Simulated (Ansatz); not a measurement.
In:
Space group I4/mmm (No. 139); a = b = 3.151 Å, c = 4.946 Å, α = β = γ = 90.00°

```tsv
atom	site	symmetry	x	y	z
In	2a	4/mmm	0.0000	0.0000	0.0000
```
(The calculation used a cell of 1 atom; values per cell refer to that cell.)

Relaxed at zero pressure with DFT-LDA in the program Ansatz with PAW potentials.

Problem. The volume is lowered by 6 % and shape and atoms relax at that volume. What pressure results, and how do the axes share the change?

Solution. 3.6 GPa; a -1.9 %, b -1.9 %, c -2.3 %; the energy rises by 16 meV/atom.

Problem. Give the new structure.

Solution. 
Space group I4/mmm (No. 139); a = b = 3.0914 Å, c = 4.8301 Å, α = β = γ = 90.00°

```
atom  site  symmetry       x       y       z
----  ----  --------  ------  ------  ------
In      2a     4/mmm  0.0000  0.0000  0.0000
```

The phase is kept; no other phase was compared at this pressure.

The LDA relaxation kept the symmetry of its start. Axis ratios of metals converge slowly with the k-mesh, so a and c are less sure than the volume.

Potentials: the later of the program's two PAW sets.
